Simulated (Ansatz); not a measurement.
Ta₄O: symmetry broken, then relaxed

Level of theory: DFT PBE, scalar-relativistic, plane waves, PAW in Ansatz. The runs took a 420 eV cutoff, a Γ-centred 10×10×6 mesh and Gaussian smearing (0.15 eV). Spin–orbit coupling is left out, which can shift energies with elements as heavy as these. No spin polarisation. Energies are free energies at this smearing, counted from the undisturbed cell; pressure is positive in compression.

Zero of the scan (relaxed at this level; it needn't be the usual structure):

```
CELL_PARAMETERS angstrom
3.25471 0.00000 0.00000
0.00000 3.25471 0.00000
0.00000 0.00000 7.39539
ATOMIC_POSITIONS crystal
Ta 0.00000 0.00000 0.50000
Ta 0.50000 0.50000 0.78291
Ta 0.50000 0.50000 0.21709
Ta 0.00000 0.00000 0.00000
O 0.50000 0.50000 0.50000
```

The atoms are displaced (Å, in the unstrained cell):

| atom | ux | uy | uz |
| --- | --- | --- | --- |
| Ta1 | 0.009 | 0.014 | -0.036 |
| Ta2 | 0.009 | 0.014 | -0.036 |
| Ta3 | 0.009 | 0.014 | -0.036 |
| Ta4 | 0.009 | 0.014 | -0.036 |
| O5 | -0.035 | -0.056 | 0.146 |

The atoms are then relaxed in that fixed cell.

Problem. Does the relaxation return to the undisturbed structure?

Solution. Yes (up to a choice of domain or origin): same space group and volume, and an energy 0.0 meV/atom from it. The disturbance itself cost 68.9 meV/atom. The final space group reads P4/mmm (tolerance 0.05 Å) and the volume changes by 0.00 %.

Final structure:

```yaml
crystal:
  lattice:
    - [3.25471, 0.00000, 0.00000]
    - [0.00000, 3.25471, 0.00000]
    - [0.00000, 0.00000, 7.39539]
  atoms:
    - { symbol: Ta, position: [0.99999, 0.99998, 0.49998] }
    - { symbol: Ta, position: [0.50004, 0.50005, 0.78284] }
    - { symbol: Ta, position: [0.50003, 0.50005, 0.21717] }
    - { symbol: Ta, position: [0.00004, 0.00005, 0.00001] }
    - { symbol: O, position: [0.49990, 0.49987, 0.50000] }
```

The relaxation, step by step (energy from the first step):

```
step  ΔE (meV/atom) largest force component (eV/Å) pressure (GPa)
   1            0.0                           3.905             n/a
   2          -44.3                           1.270             n/a
   3          -68.7                           0.140             n/a
   4          -68.9                           0.006             n/a
   5          -68.9                           0.006             n/a
```

Cost: 3 runs of about 7.8 core-minutes in all, on Arm Neoverse V1 (shared hosts).